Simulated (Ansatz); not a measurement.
SiO2:
```cif
data_O4Si2
_chemical_formula_sum 'Si2 O4'
_space_group_name_H-M_alt 'P42/nmc :1'
_space_group_IT_number 137
_space_group_name_Hall 'P 4n 2n -1n'
_cell_length_a 2.82558
_cell_length_b 2.82558
_cell_length_c 8.19227
_cell_angle_alpha 90.000
_cell_angle_beta 90.000
_cell_angle_gamma 90.000
loop_
_space_group_symop_operation_xyz
  'x, y, z'
  '-y+1/2, x+1/2, z+1/2'
  '-x, -y, z'
  'y+1/2, -x+1/2, z+1/2'
  'x+1/2, -y+1/2, -z+1/2'
  '-y, -x, -z'
  '-x+1/2, y+1/2, -z+1/2'
  'y, x, -z'
  '-x+1/2, -y+1/2, -z+1/2'
  'y, -x, -z'
  'x+1/2, y+1/2, -z+1/2'
  '-y, x, -z'
  '-x, y, z'
  'y+1/2, x+1/2, z+1/2'
  'x, -y, z'
  '-y+1/2, -x+1/2, z+1/2'
loop_
_atom_site_label
_atom_site_type_symbol
_atom_site_symmetry_multiplicity
_atom_site_Wyckoff_symbol
_atom_site_fract_x
_atom_site_fract_y
_atom_site_fract_z
_atom_site_occupancy
Si1 Si 2 a 0.00000 0.00000 0.00000 1
O1 O 4 d 0.00000 0.50000 0.10199 1
```

Relaxed with r²SCAN. The program Ansatz at the r²SCAN level (PAW) gives a gap of 5.94 eV.

### Question
What gap does HSE06 give on the same cell (Ansatz, PAW)?

### Answer
7.10 eV, 1.16 eV more. The hybrid was solved on a coarser mesh and at special points; its gap is the smallest among all of these.

| k | v1 r²SCAN | c1 r²SCAN | v1 HSE06 | c1 HSE06 |
|---|---|---|---|---|
| Γ | -0.37 | 5.94 | -0.38 | 7.10 |
| Z | -0.38 | 6.67 | -0.40 | 7.84 |
| M | -0.71 | 8.11 | ___ | ___ |
| A | -0.72 | 8.78 | ___ | ___ |
| R | -0.35 | 9.21 | ___ | ___ |
| X | -0.35 | 9.17 | ___ | ___ |

### Question
Top valence (v1) and lowest conduction level (c1) in eV from each method's valence maximum (which need not be a listed point): supply the withheld HSE06 values.

### Answer

- R, v1 HSE06: -0.38
- R, c1 HSE06: 10.33
- M, v1 HSE06: -0.76
- M, c1 HSE06: 9.25
- A, v1 HSE06: -0.77
- A, c1 HSE06: 9.94
- X, v1 HSE06: -0.38
- X, c1 HSE06: 10.29

Cost on shared cores: the r²SCAN run (SCF on a 10×10×4 mesh, then bands and DOS) about 90 core-seconds (a rough figure), the HSE06 run (SCF on 6×6×2, then a few points) about 80 core-seconds (a rough figure); the tasks are unlike.

Space group P4_2/nmc. A made-up cell: these elements were put on the sites of a structure type; neither database checked (COD, Materials Project) lists it. It is not the phase usual at ambient conditions (space group No. 92, 152, 154). The cell was relaxed with r²SCAN under the symmetry of its start; whether a distortion lowers the energy is not shown.

Potentials: the earlier of the program's two PAW sets.
